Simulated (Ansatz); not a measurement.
B$_{2}$Ru:
```
B2Ru
1.0
    3.01494     0.00000     0.00000
   -1.50747     2.61102     0.00000
    0.00000     0.00000     3.25762
Ru B
1 2
Direct
  0.00000   0.00000   0.00000
  0.33333   0.66667   0.50000
  0.66667   0.33333   0.50000
```

Relaxed with r²SCAN. Special points in fractions of this cell's reciprocal vectors: Γ (0.000, 0.000, 0.000); M (0.500, 0.000, 0.000); K (0.333, 0.333, 0.000); A (0.000, 0.000, 0.500); L (0.500, 0.000, 0.500); H (0.333, 0.333, 0.500).

Problem. List the band energies nearest the Fermi level at these points for r²SCAN (plane waves, PAW; program Ansatz).

Solution. In eV from the Fermi level; about four levels below and three above (degenerate sets whole), none deeper than 8.9 eV; … stands for higher levels left out; points with the same levels are listed once.

```json
[
 {"k": "Γ", "below": "-4.90 -4.90 -3.58 -1.31 -1.31", "above": "1.92 1.92 5.22 5.22"},
 {"k": "M", "below": "-5.29 -4.31 -1.92 -0.31", "above": "0.55 2.53 6.82"},
 {"k": "K", "below": "-4.69 -4.69 -1.48 -1.48 -0.71", "above": "6.25 6.25 10.10 10.10"},
 {"k": "A", "below": "-2.95 -2.95 -1.67 -1.40 -1.40", "above": "6.22 9.62 …"},
 {"k": "L", "below": "-6.47 -4.20 -0.77 -0.15", "above": "2.35 2.82 4.14"},
 {"k": "H", "below": "-6.92 -5.21 -5.21 -0.76", "above": "2.09 2.09 2.68 2.68"}
]
```

Space group P6/mmm. The cell is a constructed one: a structure type filled with these elements; neither database checked (COD, Materials Project) lists it. COD files the formula under space group No. 59. Its standing as an ambient phase is unchecked. Symmetry was held in the r²SCAN relaxation; its stability against distortions is not shown here. The run is not spin-polarised. Spin–orbit coupling is left out wherever it is not named.

Potentials: the earlier of the program's two PAW sets.
